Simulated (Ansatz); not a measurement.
One starting cell of Al2Cu (a generated cell, Al2Cu placed in the Al2Cu structure type) was relaxed twice with Ansatz (plane waves, PAW, scalar-relativistic): with r2SCAN at 500 eV and with PBE at 420 eV. The r2SCAN result:

Al₂Cu is modelled in the tetragonal space group I4/mcm (No. 140), Pearson symbol tI12. Conventional cell: a = b = 6.007 Å, c = 4.791 Å, α = β = γ = 90.00°. Al on 8h is surrounded by 4 Cu at 2.558 Å and 1 Al at 2.702 Å and 2 Al at 2.851 Å and 8 Al at 3.064–3.196 Å. Cu on 4a is coordinated by 2 Cu at 2.395 Å and 8 Al at 2.558 Å. (Neighbours: up to the widest gap in distance over summed covalent radii, below 1.35, at either atom.)
(The calculation used a cell of 6 atoms; values per cell refer to that cell.)

```json
[
 {"quantity": "space group", "r2SCAN": "I4/mcm", "PBE": "I4/mcm"},
 {"quantity": "volume (Å³/atom)", "r2SCAN": "14.40", "PBE": "___"},
 {"quantity": "a (Å)", "r2SCAN": "6.007", "PBE": "___"},
 {"quantity": "c (Å)", "r2SCAN": "4.791", "PBE": "___"},
 {"quantity": "gap (eV, no spin-orbit coupling)", "r2SCAN": "0.00", "PBE": "___"},
 {"quantity": "energy after exchanging Al and Cu (C2), against the parent (eV/atom)", "r2SCAN": "+0.18", "PBE": "___"},
 {"quantity": "pressure at 115 % of the level's own volume (GPa)", "r2SCAN": "-11.6", "PBE": "___"},
 {"quantity": "pressure at 80 % of the level's own volume (GPa)", "r2SCAN": "41.6", "PBE": "___"}
]
```

Problem. What does PBE give for the same quantities?

Solution. 
- volume (Å³/atom), PBE: 14.91
- a (Å), PBE: 6.059
- c (Å), PBE: 4.874
- gap (eV, no spin-orbit coupling), PBE: 0.00
- energy after exchanging Al and Cu (C2), against the parent (eV/atom), PBE: +0.16
- pressure at 115 % of the level's own volume (GPa), PBE: -10.1
- pressure at 80 % of the level's own volume (GPa), PBE: 36.8

Both levels end in the same structure; PBE's volume is 3.5 % larger. Neither column is exact.

No spin polarisation in the result.

The run could not lose the symmetry of its start.

Ansatz is a quantum-chemistry and plane-wave program.
